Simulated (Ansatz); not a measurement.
Input:

Relaxed PbTe (rock salt):

```xyz
2
Lattice="0.0000 3.2845 3.2845 3.2845 0.0000 3.2845 3.2845 3.2845 0.0000" Properties=species:S:1:pos:R:3 pbc="T T T"
Te     0.0000     0.0000     0.0000
Pb     3.2845     3.2845     3.2845
```

In each cell atom 2 (Pb, nearest neighbour Te at 3.285 Å; its periodic images, 4.6 Å or more away, move with it) moves by s·(-1.000, 0.000, 0.000) (towards the nearest neighbour), the rest being held.

These are PBE (plane waves to 420 eV, PAW, scalar-relativistic; Ansatz, a quantum-chemistry and plane-wave program) values and carry that method's errors. k mesh 7×7×7 (Γ-centred), Fermi-Dirac smearing 0.05 eV. E stands for the smeared free energy. PbTe was relaxed with its symmetry unable to fall. Spin-orbit coupling is left out, though Pb and Te are heavy. The zero of ΔE is the undisplaced structure.

The scan covers s from -0.660 to 0.660 Å in 11 points.

### Question
Is the energy the same for equal positive and negative displacements?

### Answer
Even: the same for both signs. With its periodic images moving along, the atom's site symmetry in this cell is m-3m.

### Question
What force acts on the atom along the line at s = -0.660 Å?

### Answer
3.03 eV/Å.

### Question
What is the energy change at s = 0.660 Å?

### Answer
542 meV/cell.

(A displaced cell: forces are minus the slopes of the energy, force constants its curvatures, and phonons follow from these.)
